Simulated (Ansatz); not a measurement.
**Data sheet: Sr₃Ta₂ZnO₉ (DFT)**

Sr3Ta2ZnO9:
```
Sr3Ta2ZnO9
1.0
    5.59181     0.00000     0.00000
   -2.79591     4.84265     0.00000
    0.00000     0.00000     6.88971
Sr Ta Zn O
3 2 1 9
Direct
  0.00000   0.00000   0.00000
  0.66667   0.33333   0.34091
  0.33333   0.66667   0.65909
  0.66667   0.33333   0.82253
  0.33333   0.66667   0.17747
  0.00000   0.00000   0.50000
  0.50000   0.00000   0.00000
  0.00000   0.50000   0.00000
  0.50000   0.50000   0.00000
  0.83130   0.66260   0.67269
  0.16870   0.33740   0.32731
  0.33740   0.16870   0.67269
  0.66260   0.83130   0.32731
  0.83130   0.16870   0.67269
  0.16870   0.83130   0.32731
```

Space group P-3m1 (No. 164); conventional cell a = 5.592 Å, b = 5.592 Å, c = 6.890 Å, α = 90.00°, β = 90.00°, γ = 120.00°.

Method: LDA in the plane-wave PAW code Ansatz. Structure relaxed to zero pressure with the same functional. Other levels are named where they apply.

Cell and energy:

```json
{
 "volume_per_atom": "12.44 Å³",
 "density": "7.42 g/cm³",
 "Formation energy from the elements (no fitted shifts)": "-2.99 eV/atom"
}
```

Electronic structure:

```json
{
 "band_gap": "3.18 eV (indirect)",
 "valence_band_maximum": "off the standard path, at k = (0.000, 0.333, 0.167) in fractions of the reciprocal vectors",
 "conduction_band_minimum": "at Γ",
 "smallest_direct_gap_on_the_standard_path": "3.55 eV",
 "electron_effective_mass": "0.60, 0.60, 0.97 mₑ (principal values)",
 "hole_effective_mass": "0.38, 1.7, 1.8 mₑ (principal values)"
}
```

Mechanics:

```json
{
  "Bulk modulus (Birch–Murnaghan fit)": "175 GPa",
  "Pressure derivative B′": "4.7"
}
```

Phonons:

```json
{
  "Highest zone-centre frequency (without LO–TO term)": "26.72 THz",
  "zone_centre_stability": "unstable, softest mode 102i cm⁻¹"
}
```

The workflow started from a Materials Project entry (that database holds measured and hypothetical structures alike); the Crystallography Open Database copy checked does not list it. With Ta and Zn taken as one species the cell has the higher symmetry Pm-3m, so it may be an ordered model of a mixed-site phase. Whether it is the stable phase at ambient conditions was not checked. The cell was relaxed with LDA under the symmetry of its start. The run is not spin-polarised. The references are the lowest solids computed at this level, not always the standard phases (solids in place of the gases). Scalar-relativistic: spin–orbit coupling is off unless named, which matters more the heavier the elements.

Potentials: the later of the program's two PAW sets.
